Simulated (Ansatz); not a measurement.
Input, command and steps of an Ansatz relaxation.

```yaml
crystal:
  lattice:
    - [-5.91698163, 3.94465442, 1.97232721]
    - [5.91698163, 3.94465442, -1.97232721]
    - [-1.97232721, -3.94465442, -5.91698163]
  atoms:
    - { symbol: Ti, position: [0.049227808, 0.349310708, 0.897760774] }
    - { symbol: Ti, position: [0.0986459802, 0.7039498425, 0.8018366104] }
    - { symbol: Ti, position: [0.552644795, 0.8530361582, 0.9034580714] }
    - { symbol: Ti, position: [0.1542230943, 0.0475392241, 0.7005216665] }
    - { symbol: Ti, position: [0.2012533935, 0.4067914216, 0.6026610136] }
    - { symbol: Ti, position: [0.6009640924, 0.1989238975, 0.8006117816] }
    - { symbol: Ti, position: [0.65333015, 0.5521159658, 0.7030602592] }
    - { symbol: Ti, position: [0.2993678269, 0.1033347712, 0.4011871105] }
    - { symbol: Ti, position: [0.3460770942, 0.4483489841, 0.2954535413] }
    - { symbol: Ti, position: [0.0008206488, 0.001888865, 0.0030599696] }
    - { symbol: Ti, position: [0.4548147018, 0.1518681386, 0.1002465423] }
    - { symbol: Ti, position: [0.8948910962, 0.2987739729, 0.1950062669] }
    - { symbol: Ti, position: [0.9588024432, 0.6556828904, 0.1041423449] }
    - { symbol: Ni, position: [0.248890689, 0.7504565323, 0.4990986256], spin: 2.0 }
    - { symbol: Ni, position: [0.7058042704, 0.902655703, 0.6025879991], spin: 2.0 }
    - { symbol: Ni, position: [0.3981469765, 0.8033300497, 0.1983147291], spin: 2.0 }
    - { symbol: Cu, position: [0.7490485115, 0.2452056696, 0.493037653] }
    - { symbol: Cu, position: [0.8002112567, 0.6044836995, 0.4001576939] }
    - { symbol: Cu, position: [0.8503364288, 0.9487394763, 0.2963228781] }
    - { symbol: Cu, position: [0.50185665, 0.5054079404, 0.0015812279] }
  symmetry: { detect: false }
basis:
  ecutwfc: 420
kpoints:
  mp_grid: { grid: [2, 2, 2], shift: [0.5, 0.5, 0.5] }
hamiltonian:
  xc: pbe
scf:
  occupations: { method: gaussian, width: 0.1 }
  lower_state_search: "off"
output:
  forces: true
  stress: true
  eigenvalues: true
  populations: true
magnetization:
  spin_polarized: true
relax:
  adjacent_minimum: "off"
  f_tol: 0.04
  max_steps: 50
  cell: { stress_tol: 0.3 }
```

```bash
ansatz run input.yaml --threads 4 --pin off --max-ram 9216MiB --backend cpu --events-out ev --progress --plain --runs-dir out
```

Method: DFT PBE, scalar-relativistic, plane waves, PAW in Ansatz 0.2.0.

Of 12 frames 9 are shown, positions in Å and forces in eV/Å; the SCF threshold varies from step to step. Steps run on the plane waves of an earlier cell, with a Pulay correction in the pressure. The basis is chosen afresh for the last frame, the zero of the energies, and at times for earlier ones too; energy and pressure can step there, also at an unchanged geometry. Where two frames share a geometry here, they differ by under 2 meV/atom and 0.3 GPa. The mark taken_back stands on steps that the optimiser undid.

```xyz
20
Lattice="-5.9170 3.9447 1.9723 5.9170 3.9447 -1.9723 -1.9723 -3.9447 -5.9170" Properties=species:S:1:pos:R:3:forces:R:3 pbc="T T T" step=1 free_energy_over_end_meV_per_atom=70.27 pressure_GPa=-1.45
Ti    0.0049   -1.9693   -5.9039    0.1370    0.3636    0.1168
Ti    2.0001    0.0030   -5.9383   -0.2536    0.2128    0.4266
Ti   -0.0045    1.9811   -5.9382   -0.1384   -0.5821    0.3882
Ti   -2.0129   -1.9674   -3.9346    0.3856   -0.1839    0.3381
Ti    0.0275    0.0212   -3.9713   -0.6619   -0.1087    0.4715
Ti   -3.9579   -0.0029   -3.9442    0.0350    0.1428    0.4460
Ti   -1.9855    1.9817   -3.9604    0.1262   -0.0298    0.5359
Ti   -1.9512    0.0060   -1.9872   -0.1453    0.1031    0.5796
Ti    0.0224    1.9683   -1.9499    0.6827    1.3723   -0.8159
Ti    0.0003   -0.0014   -0.0202    0.5690   -0.0439    0.1201
Ti   -1.9902    1.9977    0.0044    0.1803   -0.2047   -0.6430
Ti   -3.9118    3.9394    0.0219   -0.5519    0.1242   -0.7259
Ti   -1.9990    5.9578   -0.0184   -0.1531   -0.4494   -0.8894
Ni    1.9834    1.9733   -3.9424   -0.1679    0.0506    0.1181
Ni   -0.0237    3.9678   -3.9538   -0.0081   -0.0332    0.0583
Ni    2.0063    3.9571   -1.9726   -0.0388   -0.0330   -0.1001
Cu   -3.9537    1.9771   -1.9236   -0.1445   -0.2670    0.0849
Cu   -1.9474    3.9626   -1.9817    0.0108    0.1312    0.1272
Cu   -0.0022    5.9278   -1.9474    0.2581   -0.6590   -0.3829
Cu    0.0179    3.9671   -0.0164   -0.1213    0.0941   -0.2539
20
Lattice="-5.8823 3.9367 1.9549 5.8701 3.9080 -1.9342 -1.9739 -3.9348 -5.9080" Properties=species:S:1:pos:R:3:forces:R:3 pbc="T T T" step=2 free_energy_over_end_meV_per_atom=32.05 pressure_GPa=-0.50
Ti    0.0068   -1.9283   -5.8801    0.0867    0.3486   -0.0102
Ti    1.9447   -0.0015   -5.8658    0.1158    0.1325    0.0901
Ti   -0.0381    1.8907   -5.8739    0.0378   -0.3143    0.1223
Ti   -1.9780   -1.9786   -3.8900    0.0880   -0.1803    0.0948
Ti   -0.0748   -0.0035   -3.8862   -0.4471   -0.1523    0.1203
Ti   -3.9544   -0.0039   -3.9085   -0.1540   -0.0520    0.1700
Ti   -1.9943    1.9643   -3.8812   -0.2368    0.1024    0.1777
Ti   -1.9396    0.0186   -1.9131   -0.1513    0.1552    0.3253
Ti    0.0911    2.1096   -2.0197    0.3796    0.5217   -0.3929
Ti    0.0666   -0.0041   -0.0208    0.3156    0.0624    0.1289
Ti   -1.9539    1.9769   -0.0564    0.0387   -0.0158   -0.0115
Ti   -3.9529    3.9240   -0.0505   -0.0309   -0.0630   -0.3154
Ti   -2.0038    5.8810   -0.0903    0.0084   -0.1404   -0.2387
Ni    1.9328    1.9551   -3.9155   -0.0715    0.0496    0.0790
Ni   -0.0420    3.9333   -3.9340    0.0673    0.0521   -0.0558
Ni    1.9973    3.9256   -1.9558    0.0015    0.0512   -0.1267
Cu   -3.9613    1.9400   -1.9200   -0.1714   -0.1799    0.0850
Cu   -1.9599    3.9468   -1.9630    0.0002    0.0473    0.0526
Cu    0.0130    5.8134   -1.9578    0.2345   -0.4891   -0.2121
Cu   -0.0082    3.9520   -0.0170   -0.1109    0.0643   -0.0825
20
Lattice="-5.8409 3.9137 1.9172 5.8517 3.9102 -1.8778 -2.0128 -3.9442 -5.8882" Properties=species:S:1:pos:R:3:forces:R:3 pbc="T T T" step=3 free_energy_over_end_meV_per_atom=15.70 pressure_GPa=0.92
Ti   -0.0020   -1.8193   -5.8779   -0.0504    0.0961   -0.0260
Ti    1.9354    0.0251   -5.7869    0.0732    0.0724    0.0767
Ti   -0.0720    1.7720   -5.7969    0.0084   -0.1062    0.1450
Ti   -1.9763   -2.0171   -3.8397   -0.0331   -0.0775   -0.0322
Ti   -0.2353   -0.0536   -3.8018    0.1296    0.1128   -0.0511
Ti   -4.0309   -0.0502   -3.8614   -0.0839   -0.0530   -0.1000
Ti   -2.0891    1.9561   -3.8143   -0.0496    0.0103    0.0224
Ti   -1.9611    0.0585   -1.8102   -0.1340    0.0222   -0.1053
Ti    0.1744    2.2326   -2.1057   -0.2942   -0.2505   -0.0076
Ti    0.1784    0.0251   -0.0205    0.0509    0.0204    0.0915
Ti   -1.9156    1.9688   -0.0558    0.1672    0.1193    0.0819
Ti   -3.9375    3.8748   -0.1431    0.1159   -0.0347   -0.0815
Ti   -1.9566    5.8343   -0.1372    0.1450   -0.0163    0.0894
Ni    1.8991    1.9496   -3.8628    0.0903   -0.0442   -0.0623
Ni   -0.0382    3.9218   -3.9397   -0.0534    0.1752   -0.1640
Ni    2.0142    3.9290   -1.9509    0.0123    0.1099    0.0110
Cu   -4.0046    1.8833   -1.9178   -0.0933   -0.0282    0.0314
Cu   -1.9512    3.9242   -1.9410    0.0540   -0.0988   -0.0298
Cu    0.0721    5.6691   -1.9696    0.0191   -0.0066    0.0413
Cu   -0.0430    3.9450   -0.0102   -0.0740   -0.0222    0.0693
20
Lattice="-5.9557 3.8611 1.8698 6.0427 3.9911 -1.8684 -2.0948 -3.9489 -5.7626" Properties=species:S:1:pos:R:3:forces:R:3 pbc="T T T" step=5 free_energy_over_end_meV_per_atom=7.17 pressure_GPa=-0.11
Ti   -0.0193   -1.7183   -5.8423   -0.0328   -0.0781   -0.0424
Ti    2.0331    0.1219   -5.6164   -0.0849    0.0517   -0.0051
Ti   -0.0694    1.7507   -5.6233   -0.0080    0.0382   -0.0173
Ti   -2.0092   -1.9927   -3.7862    0.0742    0.0618   -0.0324
Ti   -0.1968   -0.0848   -3.6349   -0.0637   -0.0911    0.0192
Ti   -4.2270   -0.0859   -3.8346    0.1706   -0.0169   -0.0803
Ti   -2.1720    1.8914   -3.7190   -0.0570    0.0587   -0.0337
Ti   -2.1646    0.0273   -1.7487   -0.1816   -0.1213    0.2246
Ti    0.1532    2.2044   -2.1622    0.0501    0.0236   -0.0399
Ti    0.2068    0.0444   -0.0677   -0.0533   -0.0096   -0.0338
Ti   -1.8807    1.9606   -0.0364    0.0157   -0.0440   -0.0332
Ti   -3.9057    3.8802   -0.2484   -0.0277    0.0124    0.0023
Ti   -1.8412    5.8548   -0.1217    0.0985    0.0568   -0.0388
Ni    2.0386    2.0044   -3.7865   -0.0288   -0.0734    0.0328
Ni   -0.0371    4.0375   -3.9551   -0.0223    0.0089    0.0130
Ni    2.0455    3.9805   -1.9267    0.0230    0.0279    0.0817
Cu   -4.1717    1.8252   -1.8943   -0.0075   -0.0203    0.0359
Cu   -1.8599    3.9334   -1.9564    0.0363    0.0842   -0.0068
Cu    0.1478    5.6974   -1.9130    0.0109    0.0062   -0.0011
Cu   -0.0194    3.9243    0.0005    0.0885    0.0239   -0.0448
20
Lattice="-6.0302 3.8079 1.8354 6.1588 4.0139 -1.8616 -2.1397 -3.9234 -5.6642" Properties=species:S:1:pos:R:3:forces:R:3 pbc="T T T" step=6 free_energy_over_end_meV_per_atom=3.24 pressure_GPa=0.45
Ti    0.0113   -1.7385   -5.7671   -0.0224   -0.0641    0.0248
Ti    2.0329    0.2026   -5.5432    0.0493   -0.0186    0.2656
Ti   -0.0667    1.8298   -5.5013   -0.1020    0.0045   -0.0421
Ti   -2.0151   -2.0013   -3.7776   -0.0526   -0.0596   -0.0869
Ti   -0.2619   -0.0743   -3.5325    0.1321   -0.0217    0.1028
Ti   -4.1943   -0.1125   -3.8432   -0.0488   -0.1143   -0.0618
Ti   -2.2374    1.9119   -3.5933    0.1765    0.1880   -0.0389
Ti   -2.3669   -0.0767   -1.6663   -0.0575   -0.0353   -0.1890
Ti    0.1755    2.2109   -2.1340    0.0176    0.0047   -0.1943
Ti    0.1723    0.0485   -0.1360    0.0431   -0.0250    0.0004
Ti   -1.8763    1.9166   -0.0935    0.0284    0.1249    0.0098
Ti   -3.9147    3.8392   -0.2900    0.0086    0.1093   -0.1045
Ti   -1.7470    5.8569   -0.1145   -0.1101   -0.1955    0.1519
Ni    2.0948    2.0144   -3.6982   -0.1368   -0.0265   -0.0376
Ni    0.0184    4.0122   -3.9697    0.0401    0.0823    0.0536
Ni    2.0386    3.9898   -1.8233    0.1495    0.0337   -0.0032
Cu   -4.2624    1.7903   -1.8765   -0.0796   -0.0398    0.0665
Cu   -1.8052    3.9655   -1.9574   -0.0175    0.0715    0.0644
Cu    0.1926    5.6941   -1.9231   -0.0643   -0.0450    0.0578
Cu    0.0549    3.9182   -0.0108    0.0466    0.0269   -0.0391
20
Lattice="-6.0629 3.8157 1.8376 6.1997 4.0341 -1.8641 -2.1406 -3.9392 -5.6248" Properties=species:S:1:pos:R:3:forces:R:3 pbc="T T T" step=7 free_energy_over_end_meV_per_atom=1.05 pressure_GPa=0.23
Ti    0.0248   -1.7630   -5.7349   -0.0034   -0.0108    0.0465
Ti    2.0502    0.2205   -5.4571    0.0155   -0.0603    0.0682
Ti   -0.0665    1.8445   -5.4650   -0.0483    0.0260    0.0045
Ti   -2.0162   -2.0151   -3.7808   -0.0564   -0.0568   -0.0223
Ti   -0.2497   -0.0908   -3.4854    0.0200    0.0162    0.0265
Ti   -4.2008   -0.1362   -3.8385   -0.0131   -0.0048    0.0605
Ti   -2.2258    1.9453   -3.5547    0.0691    0.0124    0.0290
Ti   -2.4227   -0.1118   -1.6562    0.0782   -0.0183   -0.1576
Ti    0.1871    2.2206   -2.1528    0.0025    0.0634   -0.0092
Ti    0.1622    0.0474   -0.1645    0.0326   -0.0363   -0.0185
Ti   -1.8802    1.9147   -0.1004    0.0152    0.0447   -0.0775
Ti   -3.9131    3.8691   -0.3081   -0.0377   -0.0020   -0.0277
Ti   -1.7419    5.8744   -0.0755   -0.0591   -0.0346   -0.0022
Ni    2.0993    2.0256   -3.6828   -0.0837    0.0242   -0.0375
Ni    0.0357    4.0471   -3.9535    0.0284    0.0359    0.0091
Ni    2.0667    4.0058   -1.7996    0.0933    0.0259    0.0438
Cu   -4.2921    1.7789   -1.8463   -0.0185   -0.0232    0.0151
Cu   -1.7830    4.0038   -1.9367    0.0226    0.0400    0.0575
Cu    0.2007    5.7112   -1.8956   -0.0580   -0.0592    0.0031
Cu    0.0787    3.9307   -0.0113    0.0008    0.0175   -0.0110
20
Lattice="-5.9945 3.8379 1.9035 6.1366 4.0425 -1.8862 -2.0932 -3.9887 -5.6941" Properties=species:S:1:pos:R:3:forces:R:3 pbc="T T T" step=8 free_energy_over_end_meV_per_atom=3.66 pressure_GPa=0.12 taken_back
Ti    0.0541   -1.8338   -5.7436    0.0090   -0.0706    0.1203
Ti    2.0178    0.1624   -5.5146    0.0949   -0.0415    0.2045
Ti   -0.0703    1.8811   -5.4878   -0.0511    0.1518    0.0128
Ti   -1.9724   -2.1581   -3.8577    0.0323    0.1360    0.0947
Ti   -0.2845   -0.0862   -3.5079    0.0403   -0.0359   -0.1234
Ti   -4.0721   -0.1443   -3.9170   -0.0907   -0.0703   -0.0423
Ti   -2.1577    1.9890   -3.5298   -0.0037    0.0404   -0.0837
Ti   -2.4771   -0.2146   -1.7372    0.1162    0.1339    0.1640
Ti    0.2389    2.2691   -2.1102    0.0431   -0.0991   -0.1534
Ti    0.1338    0.0479   -0.2564    0.1180   -0.1089   -0.0359
Ti   -1.8480    1.8843   -0.1290   -0.0950    0.0759   -0.0548
Ti   -3.8698    3.8966   -0.2850   -0.0587   -0.1270   -0.0566
Ti   -1.7334    5.9202   -0.0263    0.0697    0.0100    0.0485
Ni    1.9843    1.9838   -3.8194    0.1780    0.0340    0.1819
Ni    0.1593    4.0131   -3.9493   -0.1613   -0.0219   -0.1587
Ni    2.1495    4.0871   -1.6971   -0.1642   -0.1304   -0.0292
Cu   -4.2023    1.7786   -1.7987   -0.0855    0.0528   -0.0519
Cu   -1.7559    4.0307   -1.8629   -0.0017   -0.0191   -0.0421
Cu    0.1982    5.7033   -1.8994   -0.0309    0.0522   -0.0519
Cu    0.0982    3.9579    0.0222    0.0415    0.0378    0.0572
20
Lattice="-6.0815 3.8125 1.8621 6.2043 4.0081 -1.8850 -2.1245 -3.9238 -5.6556" Properties=species:S:1:pos:R:3:forces:R:3 pbc="T T T" step=10 free_energy_over_end_meV_per_atom=0.50 pressure_GPa=-0.08 taken_back
Ti    0.0446   -1.7839   -5.7358    0.0246    0.0251   -0.0283
Ti    2.0679    0.2008   -5.4400   -0.0050    0.0303    0.0276
Ti   -0.0746    1.8554   -5.4923   -0.0472    0.0877   -0.0408
Ti   -2.0188   -2.0294   -3.8341   -0.0364   -0.0155    0.0215
Ti   -0.2417   -0.0759   -3.5044    0.0081   -0.0506   -0.0016
Ti   -4.1783   -0.1367   -3.8784   -0.0586    0.0058    0.0112
Ti   -2.2044    1.9542   -3.5382    0.0118    0.0336   -0.0412
Ti   -2.4359   -0.1595   -1.7004    0.0360   -0.0107   -0.0072
Ti    0.2052    2.2694   -2.1519   -0.0063    0.0059    0.0107
Ti    0.1420    0.0496   -0.2381    0.0639   -0.0710    0.0093
Ti   -1.8851    1.8912   -0.1325   -0.0011    0.0399    0.0419
Ti   -3.9239    3.8634   -0.3132   -0.0406   -0.0187    0.0235
Ti   -1.7373    5.8775   -0.0392   -0.0849   -0.0762    0.0026
Ni    2.0461    2.0285   -3.7243    0.0282    0.0365   -0.0113
Ni   -0.0162    4.0216   -4.0121    0.1427    0.0176    0.0099
Ni    2.1524    3.9917   -1.7406   -0.0329    0.0192   -0.0275
Cu   -4.3021    1.7415   -1.8284    0.0153   -0.0182   -0.0244
Cu   -1.7961    4.0324   -1.9083    0.0413   -0.0284   -0.0174
Cu    0.1925    5.6592   -1.9284   -0.0455   -0.0081    0.0270
Cu    0.0893    3.9308   -0.0019   -0.0135   -0.0042    0.0143
20
Lattice="-6.0626 3.8284 1.8733 6.1852 4.0181 -1.8849 -2.1080 -3.9453 -5.6478" Properties=species:S:1:pos:R:3:forces:R:3 pbc="T T T" step=12 free_energy_over_end_meV_per_atom=0.00 pressure_GPa=0.08
Ti    0.0505   -1.7938   -5.7308   -0.0018   -0.0153    0.0060
Ti    2.0562    0.1970   -5.4339    0.0069    0.0101    0.0031
Ti   -0.0665    1.8680   -5.4821   -0.0033   -0.0012    0.0171
Ti   -2.0063   -2.0575   -3.8150    0.0020    0.0057   -0.0012
Ti   -0.2513   -0.0863   -3.5080    0.0096    0.0108   -0.0080
Ti   -4.1610   -0.1375   -3.8633    0.0117   -0.0043   -0.0115
Ti   -2.1924    1.9680   -3.5403   -0.0033   -0.0015   -0.0076
Ti   -2.4233   -0.1500   -1.6941    0.0277    0.0303    0.0144
Ti    0.2111    2.2515   -2.1439   -0.0099   -0.0216   -0.0032
Ti    0.1502    0.0378   -0.2186    0.0133    0.0075   -0.0163
Ti   -1.8743    1.9024   -0.1193   -0.0096   -0.0068   -0.0111
Ti   -3.9216    3.8671   -0.2996   -0.0005   -0.0075    0.0045
Ti   -1.7559    5.8850   -0.0402    0.0088    0.0139    0.0037
Ni    2.0619    2.0315   -3.7214   -0.0343   -0.0172    0.0144
Ni    0.0517    4.0304   -3.9799    0.0057    0.0049    0.0044
Ni    2.1260    4.0144   -1.7498   -0.0040   -0.0010   -0.0139
Cu   -4.2733    1.7613   -1.8201   -0.0003    0.0025    0.0018
Cu   -1.7788    4.0214   -1.8981    0.0069   -0.0110    0.0087
Cu    0.1849    5.6834   -1.9105   -0.0125   -0.0032   -0.0085
Cu    0.0842    3.9424    0.0049   -0.0130    0.0048    0.0031
```

Time: 3 min on 4 threads of AMD EPYC 9R45 96-Core Processor (Zen 5) (shared host), peak memory 1.6 GiB.

The k mesh is coarse.